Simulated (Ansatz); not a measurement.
Method: DFT PBE, scalar-relativistic, plane waves, PAW (Ansatz). Settings: cutoff 420 eV, Γ-centred meshes spaced at most about 0.3 Å⁻¹, and about 0.25 Å⁻¹ or finer for metals (2π included), Gaussian smearing. No spin polarisation in the final relaxations.

These are static total energies at zero pressure.

Two forms of ZnSb2O were relaxed alike.

A.

```
CELL_PARAMETERS angstrom
5.45440 0.00000 0.00000
-2.72720 4.72365 0.00000
0.00000 0.00000 3.50875
ATOMIC_POSITIONS crystal
Zn 0.00000 0.00000 0.59039
Sb 0.33333 0.66667 0.98045
Sb 0.66667 0.33333 0.98045
O 0.00000 0.00000 0.09213
```

B.

```
CELL_PARAMETERS angstrom
3.25843 0.00000 0.00000
-1.62921 2.82188 0.00000
0.00000 0.00000 9.89285
ATOMIC_POSITIONS crystal
Zn 0.00000 0.00000 0.50000
Sb 0.00000 0.00000 0.20076
Sb 0.00000 0.00000 0.79924
O 0.00000 0.00000 0.00000
```

Task: Which is lower in energy, and by how much?

Result: A is lower, by 64 meV/atom. A has space group P6mm (No. 183), 22.6 Å³/atom and no gap on its mesh; B has space group P6/mmm (No. 191), 22.7 Å³/atom and no gap. In A, Zn has 2 O at 1.75–1.76 Å, 6 Sb at 3.43 Å, 2 Zn at 3.51 Å and 6 Sb at 3.81 Å; around Sb lie 3 Sb at 3.15 Å, 3 O at 3.17 Å, 3 Zn at 3.43 Å, 2 Sb at 3.51 Å and 3 Zn at 3.81 Å; O is surrounded by 2 Zn at 1.75–1.76 Å and 6 Sb at 3.17 Å. In B, around Zn lie 2 Sb at 2.96 Å and 6 Zn at 3.26 Å; Sb is surrounded by 1 O at 1.99 Å and 1 Zn at 2.96 Å; O is surrounded by 2 Sb at 1.99 Å. Both come from invented guesses.

Spin–orbit coupling, which can matter for Sb, is left out. Cells relaxed within their symmetry can be saddle points.
